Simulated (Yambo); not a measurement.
```xyz
6
Lattice="4.4767 0.0000 0.0000 0.0000 4.4767 0.0000 0.0000 0.0000 2.9925" Properties=species:S:1:pos:R:3 pbc="T T T"
H      3.1139     3.1139     0.0000
H      1.3628     1.3628     0.0000
H      3.6012     0.8755     1.4963
H      0.8755     3.6012     1.4963
Mg     2.2383     2.2383     1.4963
Mg     0.0000     0.0000     0.0000
```

MgH₂ (rutile, space group P4_2/mnm, No. 136): mean Im ε in 1 eV windows above the direct gap of 6.53 eV, for different electron-hole kernels (Yambo, broadening 0.15 eV, PBEsol (Quantum ESPRESSO, PseudoDojo norm-conserving, 84 Ry, scalar-relativistic) bands; 6×6×10 mesh, 4 valence and 6 conduction bands, static screening with 34 bands and a 3 Ry block, scissor 2.11 eV, Tamm-Dancoff; field along x).

```json
[
 {"window (eV)": "6.5 to 7.5", "independent quasiparticles": "4.1", "RPA (no attraction)": "3.0", "BSE": "12"},
 {"window (eV)": "7.5 to 8.5", "independent quasiparticles": "10", "RPA (no attraction)": "8.5", "BSE": "3.3"},
 {"window (eV)": "8.5 to 9.5", "independent quasiparticles": "6.7", "RPA (no attraction)": "6.5", "BSE": "1.9"},
 {"window (eV)": "9.5 to 10.5", "independent quasiparticles": "4.3", "RPA (no attraction)": "5.0", "BSE": "1.0"},
 {"window (eV)": "10.5 to 11.5", "independent quasiparticles": "2.1", "RPA (no attraction)": "2.6", "BSE": "0.8"}
]
```

This run doesn't resolve bound excitons or single peaks, so only averages are given, and they too depend on the mesh; weight that the attraction moves below the gap isn't listed. All transitions below 11.72 eV are in the band window. The scissor comes from a G0W0 run whose convergence isn't established.

Geometry of the Materials Project entry, not relaxed at this level.
